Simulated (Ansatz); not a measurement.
BeTe (rock salt), relaxed with PBEsol (Ansatz, a program for electronic structure, plane waves, PAW): a = b = c = 5.301 Å, α = β = γ = 90.00°.

```
Quantity              Value
--------------------  -----
ΔH_f (eV/atom)         0.10
B₀ by P(V) fit (GPa)   72.5
K_Hill (GPa)           72.7
G_Hill (GPa)           42.2
Θ_D (K)                 328
```

**Question.** The same phase is relaxed and computed with r²SCAN in the same code. What are the cell and these values now?

**Answer.** a = b = c = 5.3705 Å, α = β = γ = 90.00°.

* **ΔH_f (eV/atom)**: 0.12
* **B₀ by P(V) fit (GPa)**: 67.9
* **K_Hill (GPa)**: 67.8
* **G_Hill (GPa)**: 41.2
* **Θ_D (K)**: 326

Typed or built starts, not in the databases checked: BeTe, rock salt. Unstable at this level: BeTe, rock salt with PBEsol. All cells were relaxed under the symmetry of their starts (and spin orders); stability against distortions was not tested throughout. Spin–orbit coupling is left out wherever it is not named.

Potentials: the later of the program's two PAW sets.

Ansatz is a plane-wave DFT program.

Formation energies count from the lowest solids of the elements computed at the same level, not from gases.
